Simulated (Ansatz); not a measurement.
**In: frozen-core PAW against all-electron methods**

```
CELL_PARAMETERS angstrom
1.65843 0.95750 8.15238
-1.65843 0.95750 8.15238
0.00000 -1.91499 8.15238
ATOMIC_POSITIONS crystal
In 0.00000 0.00000 0.00000
In 0.77801 0.77801 0.77801
In 0.22199 0.22199 0.22199
```

Atoms are numbered in the order listed.

Conventional cell: a = 3.317 Å, b = 3.317 Å, c = 24.457 Å, α = 90.00°, β = 90.00°, γ = 120.00°. In (atom 1) has 12 In at 3.32 to 3.33 Å as nearest neighbours. In (atom 2) has 12 In at 3.32 to 3.33 Å as nearest neighbours.

The cell is the one relaxed in the Materials Project (mp-1184502), not relaxed further here; entries there can be hypothetical. The listed cell was then made from it by scaling, straining or moving an atom.

Spin–orbit coupling is left out, though it moves levels of the heavy atoms by tenths of an eV or more.

All numbers are computed: DFT, PBEsol, PAW with Ansatz's default frozen-core files, scalar-relativistic (Ansatz 0.2.0); DFT, PBEsol, all-electron PAW with datasets made for the crystal, scalar-relativistic (Ansatz 0.2.0); DFT, PBEsol, all-electron LAPW, scalar-relativistic (Ansatz 0.2.0).

For PAW: a Γ-centred 14×14×14 k mesh, Fermi–Dirac smearing of 0.05 eV, cutoff 420 eV, no spin polarisation; the PAW files were made with PBE, and the program remakes their frozen cores for this functional. The crystal-made all-electron datasets (AE datasets) take a cutoff of 260 eV at this cell. LAPW targets a basis error of 0.5 meV/atom. The Ansatz runs share mesh, smearing and spin set-up. Plane-wave (PAW) pressures include the program's estimate of the Pulay term.

Stress and pressure are positive in compression.

The change that made this cell: volume scaled by 0.98.

```csv
quantity,PAW,AE datasets,LAPW
pressure (GPa),-0.40,-0.40,-0.40
stress xx (GPa),-0.49,-0.49,-0.49
stress zz (GPa),-0.22,-0.22,-0.21
"force on In2, z (eV/Å)",-0.020,-0.020,-0.020
```

PAW's pressure differs from the LAPW value by about 0.01 GPa or less.
